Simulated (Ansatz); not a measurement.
Crystals of one structure type (rock salt), relaxed and computed with DFT-LDA in the program Ansatz with PAW potentials.

| crystal | a (Å) | gap (eV) | highest Γ mode, no LO–TO term (cm⁻¹) | B₀ by P(V) fit (GPa) | Θ_D (K) | K_Hill (GPa) |
|---|---|---|---|---|---|---|
| LiH | 3.910 | 2.54 | 648 | 40.6 | 1240 | 40.5 |
| LiF | [?] | [?] | [?] | [?] | [?] | [?] |
| LiCl | 4.964 | 6.48 | 228 | 40.8 | 459 | 40.9 |
| LiBr | 5.310 | 5.14 | 196 | 33.3 | 296 | 33.3 |

**Question.** Complete the blanks.

**Answer.** 
- LiF, a (Å): 3.909
- LiF, gap (eV): 9.70
- LiF, highest Γ mode, no LO–TO term (cm⁻¹): 339
- LiF, B₀ by P(V) fit (GPa): 86.8
- LiF, Θ_D (K): 782
- LiF, K_Hill (GPa): 86.9

All cells were relaxed under the symmetry of their starts (and spin orders); stability against distortions was not tested throughout. Spin–orbit coupling is left out wherever it is not named.

Potentials: the later of the program's two PAW sets.
